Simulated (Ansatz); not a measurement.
Relaxed-ion elastic tensor of Ti2GaC in space group P6_3/mmc (No. 194; Ti on 4f, Ga on 2d, C on 2a) in GPa (Voigt order), PBEsol in the plane-wave PAW code Ansatz; density 5.52 g/cm³, 13.34 Å³ per atom.

```
 323  74.0  70.7   0.0   0.0   0.0
74.0   323  70.7   0.0   0.0   0.0
70.7  70.7   284   0.0   0.0   0.0
 0.0   0.0   0.0   113   0.0   0.0
 0.0   0.0   0.0   0.0   113   0.0
 0.0   0.0   0.0   0.0   0.0   125
```

Problem. Is the crystal mechanically stable?

Solution. Yes: the smallest eigenvalue of C is 113 GPa.

Problem. Work out the Voigt, Reuss and Hill averages.

Solution. K_V = 151, K_R = 151, K_H = 151; G_V = 118, G_R = 117, G_H = 118 GPa.

Problem. Give Young's modulus, Poisson's ratio, Pugh's ratio and the universal anisotropy index.

Solution. E = 9KG/(3K + G) = 280 GPa; ν = 0.19; K/G = 1.28 (brittle by the Pugh limit of 1.75); A_U = 5G_V/G_R + K_V/K_R − 6 = 0.02.

Problem. Estimate the sound speeds and the Debye temperature.

Solution. v_l = √((K + 4G/3)/ρ) = 7460 m/s, v_t = √(G/ρ) = 4610 m/s, mean 5090 m/s; Θ = (h/k)(3n/4πV)^(1/3) v_m = 639 K.

Problem. Solve the Christoffel equation for the three sound speeds along x, y, z.

Solution. Eigenvalues of C_ijkl n_j n_l equal ρv². In km/s, slowest first: x 4.52, 4.75, 7.65; y 4.52, 4.75, 7.65; z 4.52, 4.52, 7.17.

Problem. How much does each axis shrink under pressure?

Solution. Linear compressibilities β_i = Σ_j S_ij (j = 1 to 3): x 2.1, y 2.1, z 2.5 per TPa.

The workflow started from a Materials Project entry (that database holds measured and hypothetical structures alike); the Crystallography Open Database copy checked does not list it. Its standing as an ambient phase is unchecked. The PBEsol relaxation kept the symmetry of its start; its stability against distortions is not shown here. No spin polarisation was allowed. As this level gives no gap, shear constants depend on the k-mesh and smearing (Fermi–Dirac, 0.1 eV here).

Potentials: the later of the program's two PAW sets.
